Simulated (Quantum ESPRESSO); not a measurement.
pw.x input (Quantum ESPRESSO 7.5; PBEsol, PseudoDojo standard norm-conserving files, scalar-relativistic):

```
&CONTROL
  calculation = 'scf'
  pseudo_dir = './pseudo'
  outdir = './out'
  tprnfor = .true.
  tstress = .true.
/
&SYSTEM
  ibrav = 0
  nat = 2
  ntyp = 1
  ecutwfc = 36.0
  ecutrho = 144.0
  occupations = 'smearing'
  smearing = 'fd'
  degauss = 0.002
  nbnd = 8
/
&ELECTRONS
  conv_thr = 2e-10
/
ATOMIC_SPECIES
Si 28.0850 Si.upf
CELL_PARAMETERS angstrom
  0.000000000000   2.716140823000   2.716140823000
  2.716140823000   0.000000000000   2.716140823000
  2.716140823000   2.716140823000   0.000000000000
ATOMIC_POSITIONS crystal
Si   0.750000000000   0.750000000000   0.750000000000
Si   0.500000000000   0.500000000000   0.500000000000
K_POINTS automatic
8 8 8 0 0 0
```

End of the output:

```
     total energy              =     -16.92571886 Ry
     estimated scf accuracy    <       0.00003738 Ry
     total energy              =     -16.92572705 Ry
     estimated scf accuracy    <       0.00000013 Ry
     total energy              =     -16.92572733 Ry
     estimated scf accuracy    <          6.4E-09 Ry
[...]
     the Fermi energy is     6.4166 ev
!    total energy              =     -16.92572733 Ry
     estimated scf accuracy    <          2.1E-11 Ry
     smearing contrib. (-TS)   =      -0.00000006 Ry
     internal energy E=F+TS    =     -16.92572727 Ry
     The total energy is F=E-TS. E is the sum of the following terms:
     one-electron contribution =       4.93765416 Ry
     hartree contribution      =       1.07645939 Ry
     xc contribution           =      -6.14795288 Ry
     ewald contribution        =     -16.79188794 Ry
     convergence has been achieved in   6 iterations
     Forces acting on atoms (cartesian axes, Ry/au):
     atom    1 type  1   force =     0.00000000   -0.00000000    0.00000000
     atom    2 type  1   force =    -0.00000000    0.00000000   -0.00000000
     Total force =     0.000000     Total SCF correction =     0.000000
     Computing stress (Cartesian axis) and pressure
          total   stress  (Ry/bohr**3)                   (kbar)     P=       -0.64
  -0.00000435   0.00000000   0.00000000           -0.64        0.00        0.00
   0.00000000  -0.00000435   0.00000000            0.00       -0.64        0.00
   0.00000000   0.00000000  -0.00000435            0.00        0.00       -0.64
```
In a gapped system the printed Fermi energy is only some level inside the gap.

Geometry relaxed with PBEsol.
